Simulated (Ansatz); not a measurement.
According to PBEsol in the plane-wave PAW code Ansatz, B in the cubic phase (I4_132; B on 8a) relaxes to a = 4.633 Å. B has 3 nearest neighbours from 1.64 Å (trigonal planar).

The Kohn–Sham gap is 1.41 eV (indirect). The valence maximum lies on the P–H line, 17 % of the way from P and the conduction minimum on the Γ–P line, 21 % of the way from Γ (8 equivalent valleys). HSE06 on the same cell gives 2.42 eV. The electron mass is 0.56, 0.56, 2.7 mₑ (principal values). The hole mass is 0.54, 0.54, 1.1 mₑ (principal values).

The bulk modulus is 110 GPa. The relaxed-ion elastic constants in GPa are C11 = 141, C12 = 94.1, C44 = 22.9. The elastic constants imply a Debye temperature near 584 K. Perturbation theory gives ε∞ = 8.46. The phonon dispersion is unstable, down to 27i cm⁻¹. The highest mode at Γ lies at 1067 cm⁻¹.

The start of the workflow was typed in or built on a structure type; neither database checked (COD, Materials Project) lists it. It is not the phase usual at ambient conditions (space group No. 166). The PBEsol relaxation kept the symmetry of its start; phonons show weakly imaginary modes.

Potentials: the earlier of the program's two PAW sets. The files were generated under PBE; for other functionals the program regenerates the frozen cores, and for LDA and PBEsol the local potential too.
